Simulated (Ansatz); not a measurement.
The guess for Al2Rh was made by a generator: random cell by space group and Wyckoff sites (Cmmm, No. 65). Lengths were set from tabulated atomic sizes, so they are only a guess.

```yaml
crystal:
  lattice:
    - [2.06533, -2.34551, 0.00000]
    - [2.06533, 2.34551, 0.00000]
    - [0.00000, 0.00000, 4.52535]
  atoms:
    - { symbol: Al, position: [0.00000, 0.50000, 0.00000] }
    - { symbol: Al, position: [0.50000, 0.00000, 0.00000] }
    - { symbol: Rh, position: [0.50000, 0.50000, 0.50000] }
```

The calculation used Ansatz 0.2.0, DFT PBE, scalar-relativistic, plane waves, PAW. Cutoff 420 eV, Gaussian smearing, Γ-centred meshes. Cell and atoms relax first on a coarse mesh and then on a finer one. In between, the cell is made exact in the group found at 0.06 Å. In metals the finer mesh still leaves noise of several meV/atom or more. The steps can't lower the symmetry of their start. No spin polarisation in the relaxation; trial moments died out in a coarse test.

A guess keeps its type if space group and coordination stay and the shape of the cell changes little (axis ratios within about 15 %, angles within 6°); the volume may change.

Task: Will the relaxed cell still be of the starting type?

Result: It doesn't keep its type. The symmetry goes from Cmmm (No. 65) to P4/mmm (No. 123). The volume per atom grows by 16.3 %, from 14.6 to 17.0 Å³. The shortest distance goes from 2.07 Å (Al–Al) to 2.55 Å (Al–Rh). Counting neighbours within 15 % of an atom's shortest distance, the start has Al 4, Rh 12 and the end Al 6, Rh 10. In detail, at the end around Al lie 4 Rh at 2.55 Å, 2 Al at 2.80 Å and 4 Al at 3.01 Å; Rh is surrounded by 8 Al at 2.55 Å and 2 Rh at 2.80 Å.

```yaml
crystal:
  lattice:
    - [4.26348, 0.00000, 0.00000]
    - [0.00000, 4.26348, 0.00000]
    - [0.00000, 0.00000, 2.80494]
  atoms:
    - { symbol: Al, position: [0.00000, 0.50000, 0.00000] }
    - { symbol: Al, position: [0.50000, 0.00000, 0.00000] }
    - { symbol: Rh, position: [0.50000, 0.50000, 0.50000] }
```

The last run used a 12×12×16 mesh (in the run's order of axes) for its 3-atom cell and Gaussian smearing of 0.10 eV. A structure relaxed within its symmetry needn't be a true minimum.
